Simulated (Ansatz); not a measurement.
ZrIr₃ (Cu3Au type, Pm-3m), a = b = c = 3.933 Å, α = β = γ = 90.00°.

Relaxed with PBEsol.

Question: Tabulate the valence density and the electron localisation function along the shortest Ir–Ir contact (2.78 Å), PBEsol (plane waves, PAW; program Ansatz).

Answer: 

```tsv
distance from Ir (Å)	density (e/Å³)	ELF
0.28	8.79	0.54
0.42	7.55	0.65
0.56	5.41	0.65
0.70	3.20	0.55
0.83	1.63	0.40
0.97	0.86	0.28
1.11	0.56	0.27
1.25	0.44	0.34
1.39	0.41	0.38
1.53	0.44	0.34
1.67	0.56	0.27
1.81	0.86	0.28
1.95	1.63	0.40
2.09	3.20	0.55
2.23	5.41	0.65
2.36	7.55	0.65
2.50	8.79	0.54
```

The density is the valence pseudo-density with augmentation charge, so density and ELF within about 1 Å of a nucleus are not all-electron values.

The workflow started from an entry of the Crystallography Open Database (COD). Whether it is the stable phase at ambient conditions was not checked. The cell was relaxed with PBEsol under the symmetry of its start; whether a distortion lowers the energy is not shown. The run is not spin-polarised. Scalar-relativistic: spin–orbit coupling is off unless named, which matters more the heavier the elements.

Potentials: the later of the program's two PAW sets.
